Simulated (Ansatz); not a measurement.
A geometry of ZnCu2SnS4 away from equilibrium: step 4 of the relaxation of a relaxed ZnCu2SnS4 cell shaken by Gaussian noise of σ = 0.08 Å a coordinate. The numbers are results of r2SCAN (plane waves to 500 eV, PAW, scalar-relativistic; Ansatz, a first-principles code), not measurements. Γ-centred k-mesh 5×5×6 on the run's cell (coarser than for final values), Fermi–Dirac smearing 0.05 eV.

```xyz
8
Lattice="-2.6796 2.6408 5.1332 2.6878 -2.6261 5.1298 2.6662 2.6126 -5.1257" Properties=species:S:1:pos:R:3:forces:R:3 pbc="T T T" free_energy=-26248.733 pressure_GPa=-0.2
Cu     2.7450    -0.0817     0.2018    0.0265   -0.1406    0.0121
Cu     2.4825     0.0141     4.9477   -0.1976    0.0055   -0.0584
S      0.1817     0.0721     5.1526    0.0728    0.0993   -0.0068
S      0.0662     0.0174     8.0239    0.0011   -0.0271   -0.0231
S      0.0384     0.0192     2.2294   -0.0159   -0.0044   -0.1058
S      2.7267    -0.0022     2.5859    0.0360    0.0272    0.0368
Sn     0.0424     2.6375     2.5987    0.0176    0.0249    0.0471
Zn     0.0535     0.0075    -0.0086    0.0596    0.0153    0.0979
```

Positions in Å, forces in eV/Å, free energy of the cell in eV (comparable only within this code, potentials and settings). Largest force: 0.21 eV/Å, on Cu2 (atoms numbered as listed); the geometry lies 0.58 eV/atom above the end of its relaxation.

The relaxed cell holds bonded S–S pairs (2.20 Å). No spin polarisation in the result.

The end of the path is a generated cell of ZnCu2SnS4: the first start was made by a random draw of sites in a space group, and the end was not matched to a known phase here, so it may be hypothetical. Known forms of ZnCu2SnS4 include space group No. 82.
